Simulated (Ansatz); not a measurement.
Total density of states per atom from DFT-PBEsol in the program Ansatz with PAW potentials, in 0.25 eV bins, energy from the Fermi level:

(E (eV), states/eV/atom): (-7.85, 0.00); (-7.60, 0.00); (-7.35, 0.00); (-7.10, 0.00); (-6.85, 0.00); (-6.60, 0.01); (-6.35, 0.63); (-6.10, 1.41); (-5.85, 2.18); (-5.60, 1.89); (-5.35, 2.39); (-5.10, 1.64); (-4.85, 0.74); (-4.60, 0.65); (-4.35, 0.82); (-4.10, 0.56); (-3.85, 0.41); (-3.60, 0.40); (-3.35, 0.49); (-3.10, 0.55); (-2.85, 0.68); (-2.60, 0.76); (-2.35, 0.76); (-2.10, 0.67); (-1.85, 0.61); (-1.60, 0.81); (-1.35, 0.95); (-1.10, 1.00); (-0.85, 0.44); (-0.60, 0.29); (-0.35, 0.20); (-0.10, 0.07); (0.15, 0.00); (0.40, 0.00); (0.65, 0.01); (0.90, 0.02); (1.15, 0.02); (1.40, 0.03); (1.65, 0.04); (1.90, 0.05); (2.15, 0.07); (2.40, 0.09); (2.65, 0.11); (2.90, 0.13); (3.15, 0.17); (3.40, 0.23); (3.65, 0.33); (3.90, 0.29); (4.15, 0.26); (4.40, 0.26); (4.65, 0.29)

**Question.** Which compound is it?
(A) ZnInNO, P3m1 (In on 1b, Zn on 1c, O on 1b, N on 1c)
(B) HfN, rock salt
(C) ZrO2, P4_2/nmc (Zr on 2a, O on 4d)
(D) InAs, zinc blende

**Answer.** A, ZnInNO, P3m1 (In on 1b, Zn on 1c, O on 1b, N on 1c). Within 0.5 eV of the Fermi level: N 2p 77 %, O 2p 9 %. Projections are on Löwdin-orthogonalised atomic valence shells; empty p or d shells of many metals are not among them.

The start of the workflow was typed in or built on a structure type; neither database checked (COD, Materials Project) lists it. Its standing as an ambient phase is unchecked. Symmetry was held in the PBEsol relaxation; its stability against distortions is not shown here. Scalar-relativistic: spin–orbit coupling is off unless named, which matters more the heavier the elements.

Potentials: the earlier of the program's two PAW sets. The files were generated under PBE; for other functionals the program regenerates the frozen cores, and for LDA and PBEsol the local potential too.
